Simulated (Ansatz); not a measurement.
Given:

NaSe:
Space group P6₃/mmc (No. 194); a = b = 4.562 Å, c = 10.350 Å, α = β = 90.00°, γ = 120.00°

```tsv
atom	site	symmetry	x	y	z
Na	2a	-3m.	0.0000	0.0000	0.0000
Na	2c	-6m2	0.3333	0.6667	0.2500
Se	4f	3m.	0.6667	0.3333	0.1320
```

This is the LDA-relaxed structure.

Problem. All from DFT-LDA in the program Ansatz with PAW potentials, unless another level is named. Estimate the electron effective mass.

Solution. 0.15, 0.15, 0.29 mₑ (principal values).

Problem. Predict the weight of the valence-edge state by species (Voronoi cells).

Solution. Se 89 %, Na 11 %.

Problem. Predict the valence-band maximum.

Solution. on the Γ–M line, 12 % of the way from Γ.

Space group P6_3/mmc. The first step of the workflow began from a Materials Project structure, measured or hypothetical; the Crystallography Open Database copy checked does not list it. Whether it is the stable phase at ambient conditions was not checked. The LDA relaxation kept the symmetry of its start; phonons on a q-mesh show no instability. Spin–orbit coupling is left out wherever it is not named.

Potentials: the later of the program's two PAW sets.

Edges and masses are those of Kohn–Sham bands, whose gap is no quasiparticle gap.
